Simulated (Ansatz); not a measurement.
## ZnCu: do energies and stresses tell the same story?

Theory: Ansatz 0.2.0, DFT r2SCAN, scalar-relativistic, plane waves, PAW.

Cutoff 500 eV; k points 14×14×14 on the computed 2-atom cell (Γ-centred); Gaussian smearing, width 0.10 eV; no spin polarisation.

Relaxed cell: Pm-3m, a = 2.919 Å, b = 2.919 Å, c = 2.919 Å, α = 90.00°, β = 90.00°, γ = 90.00°, 2 atoms in the primitive cell. Whether it is the stable form of this composition wasn't checked.

Energies at zero smearing and pressures from the stress tensor, at volumes with shape and atoms relaxed:
```tsv
V (Å³/atom)	E − E(first) (meV/atom)	P (GPa)
11.686	0.00	9.71
12.059	-16.28	4.42
12.432	-21.26	-0.02
12.805	-16.77	-3.73
13.178	-4.35	-6.83
```

Check P = −dE/dV between neighbouring volumes, and get the bulk modulus from the pressures alone.

With 1 eV/Å³ = 160.2 GPa:
```
middle V (Å³/atom)  −ΔE/ΔV (GPa) mean P (GPa)
            11.872         6.995         7.067
            12.245         2.139         2.201
            12.618        -1.932        -1.872
            12.991        -5.332        -5.278
```

The two differ by 0.07 GPa at most. The mean of two end pressures misses the average over a step by about ΔV² P″/12, up to 0.08 GPa here; with that taken off 0.01 GPa remains. Around V = 12.432 Å³/atom, the two neighbours give B = −V ΔP/ΔV = 12.432 × 8.15 / 0.746 = 135.8 GPa, against B0 = 135.3 GPa from the Birch–Murnaghan fit of the energies.

Cost: 6 runs of about 1.7 core-minutes in all, on Arm Neoverse V2 (shared hosts).